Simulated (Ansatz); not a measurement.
A generator proposed this cell of K₂TaO₃.

```
CELL_PARAMETERS angstrom
5.80720 0.00000 0.00000
-2.90360 5.02918 0.00000
0.00000 0.00000 3.85533
ATOMIC_POSITIONS crystal
K 0.66667 0.33333 0.00000
K 0.33333 0.66667 0.00000
Ta 0.00000 0.00000 0.00000
O 0.00000 0.50000 0.50000
O 0.50000 0.50000 0.50000
O 0.50000 0.00000 0.50000
```

Theory: DFT PBE, scalar-relativistic, plane waves, PAW in Ansatz 0.2.0. Settings: cutoff 420 eV, Γ-centred mesh 3×3×4 on the computed 6-atom cell, Gaussian smearing of 0.10 eV; collinear spin from starting moments 0.0 0.0 1.0 0.0 0.0 0.0 μB.

Formation energies are uncorrected and refer to the elements' standard structures at the same level (O₂ as a molecule).

**Question.** Estimate its pressure, forces and energy as it stands.

**Answer.** The pressure is -0.1 GPa (the mean over three directions, positive in compression), the largest force is 0.00 eV/Å (symmetry fixes the atoms), and the energy is +0.90 eV/atom against the elements. The shortest distance is 2.55 Å.

**Question.** Is it a good guess?

**Answer.** A fair one: relaxing gains under 0.1 eV/atom (the start's value is from the coarse mesh, so the gain is rough) in 10 ionic steps and ends at +0.85 eV/atom on the finer mesh. The symmetry stays P6/mmm (No. 191). The volume per atom grows by 5.3 %, from 18.8 to 19.8 Å³. The shortest distance goes from 2.55 Å (K–O) to 2.51 Å (K–O). The ratio c/a of the conventional cell changes by a factor of 0.83. Conventional cell: a = 6.296 Å, c = 3.453 Å. K is surrounded by 6 O at 2.51 Å, 5 K at 3.45–3.64 Å and 3 Ta at 3.64 Å; around Ta lie 2 Ta at 3.45 Å, 12 O at 3.59 Å and 6 K at 3.64 Å; O has 4 K at 2.51 Å, 4 O at 3.15 Å, 2 O at 3.45 Å and 4 Ta at 3.59 Å.

The last run used collinear spin, a 6×6×10 mesh (in the run's order of axes) for its 6-atom cell and Gaussian smearing of 0.10 eV. These runs have no spin–orbit coupling, which can matter for Ta. Another magnetic order may lie lower. The relaxation can't lower the symmetry of the start, and the grade says only how near the guess is to its own end. A structure relaxed within its symmetry needn't be a true minimum. Another cell of K2TaO3 relaxed alike but without spin, in P-6m2, lies 2.66 eV/atom lower, so this cell isn't the stable form at this level.
